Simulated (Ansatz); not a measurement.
MgH$_{2}$:
```cif
data_H4Mg2
_chemical_formula_sum 'Mg2 H4'
_space_group_name_H-M_alt 'P 1'
_space_group_IT_number 1
_cell_length_a 4.42912
_cell_length_b 4.42912
_cell_length_c 2.97317
_cell_angle_alpha 90.000
_cell_angle_beta 90.000
_cell_angle_gamma 90.000
loop_
_space_group_symop_operation_xyz
  'x, y, z'
loop_
_atom_site_label
_atom_site_type_symbol
_atom_site_fract_x
_atom_site_fract_y
_atom_site_fract_z
_atom_site_occupancy
Mg1 Mg 0.50000 0.50000 0.50000 1
Mg2 Mg 0.00000 0.00000 0.00000 1
H1 H 0.69561 0.69561 0.00000 1
H2 H 0.30439 0.30439 0.00000 1
H3 H 0.80439 0.19561 0.50000 1
H4 H 0.19561 0.80439 0.50000 1
```

Relaxed with LDA.

Which orbitals make up the states near the band edges in plane-wave PAW LDA (Ansatz code)?

Top 1 eV of the valence band: H 1s 94 %. Bottom 1 eV of the conduction band: Mg 3s 52 %, H 1s 6 %, outside the projected shells 42 %. Projections are on Löwdin-orthogonalised atomic valence shells; empty p or d shells of many metals are not among them.

Tabulate the density of states.

States/eV per cell of 6 atoms, in 0.25 eV bins, energy from the valence-band maximum.

| E (eV) | total | H 1s | Mg 3s |
|---|---|---|---|
| -7.01 | 0.00 | 0.00 | 0.00 |
| -6.76 | 0.12 | 0.06 | 0.06 |
| -6.51 | 0.27 | 0.14 | 0.13 |
| -6.26 | 0.36 | 0.19 | 0.17 |
| -6.01 | 0.43 | 0.23 | 0.19 |
| -5.76 | 0.50 | 0.28 | 0.22 |
| -5.51 | 0.56 | 0.32 | 0.23 |
| -5.26 | 0.62 | 0.37 | 0.25 |
| -5.01 | 0.68 | 0.42 | 0.26 |
| -4.76 | 0.74 | 0.47 | 0.27 |
| -4.51 | 0.82 | 0.53 | 0.28 |
| -4.26 | 0.92 | 0.61 | 0.30 |
| -4.01 | 1.03 | 0.70 | 0.32 |
| -3.76 | 1.03 | 0.72 | 0.29 |
| -3.51 | 1.03 | 0.75 | 0.27 |
| -3.26 | 1.03 | 0.78 | 0.23 |
| -3.01 | 1.06 | 0.84 | 0.20 |
| -2.76 | 1.30 | 1.10 | 0.17 |
| -2.51 | 1.67 | 1.48 | 0.14 |
| -2.26 | 1.74 | 1.59 | 0.09 |
| -2.01 | 1.12 | 1.03 | 0.05 |
| -1.76 | 1.10 | 1.02 | 0.03 |
| -1.51 | 1.34 | 1.27 | 0.02 |
| -1.26 | 1.65 | 1.55 | 0.03 |
| -1.01 | 3.10 | 2.83 | 0.17 |
| -0.76 | 2.67 | 2.49 | 0.10 |
| -0.51 | 2.65 | 2.52 | 0.06 |
| -0.26 | 1.79 | 1.71 | 0.03 |
| -0.01 | 0.67 | 0.63 | 0.02 |
| 0.24 | 0.00 | 0.00 | 0.00 |
| 0.49 | 0.00 | 0.00 | 0.00 |
| 0.74 | 0.00 | 0.00 | 0.00 |
| 0.99 | 0.00 | 0.00 | 0.00 |
| 1.24 | 0.00 | 0.00 | 0.00 |
| 1.49 | 0.00 | 0.00 | 0.00 |
| 1.74 | 0.00 | 0.00 | 0.00 |
| 1.99 | 0.00 | 0.00 | 0.00 |
| 2.24 | 0.00 | 0.00 | 0.00 |
| 2.49 | 0.00 | 0.00 | 0.00 |
| 2.74 | 0.00 | 0.00 | 0.00 |
| 2.99 | 0.00 | 0.00 | 0.00 |
| 3.24 | 0.00 | 0.00 | 0.00 |
| 3.49 | 0.08 | 0.00 | 0.06 |
| 3.74 | 0.33 | 0.02 | 0.21 |
| 3.99 | 0.49 | 0.03 | 0.26 |
| 4.24 | 0.69 | 0.04 | 0.32 |
| 4.49 | 0.97 | 0.07 | 0.37 |
| 4.74 | 1.61 | 0.12 | 0.52 |
| 4.99 | 2.16 | 0.17 | 0.75 |
| 5.24 | 2.49 | 0.17 | 0.83 |
| 5.49 | 2.12 | 0.12 | 0.42 |
| 5.74 | 1.63 | 0.10 | 0.26 |
| 5.99 | 1.77 | 0.11 | 0.27 |
| 6.24 | 1.60 | 0.11 | 0.26 |
| 6.49 | 1.74 | 0.12 | 0.27 |
| 6.74 | 1.86 | 0.13 | 0.33 |
| 6.99 | 1.40 | 0.11 | 0.25 |
| 7.24 | 1.73 | 0.14 | 0.32 |
| 7.49 | 1.74 | 0.15 | 0.33 |
| 7.74 | 1.35 | 0.12 | 0.26 |
| 7.99 | 1.35 | 0.11 | 0.24 |
| 8.24 | 1.58 | 0.12 | 0.24 |

Space group P4_2/mnm (rutile). Symmetry was held in the LDA relaxation; phonons on a q-mesh show no instability.

Potentials: the later of the program's two PAW sets.
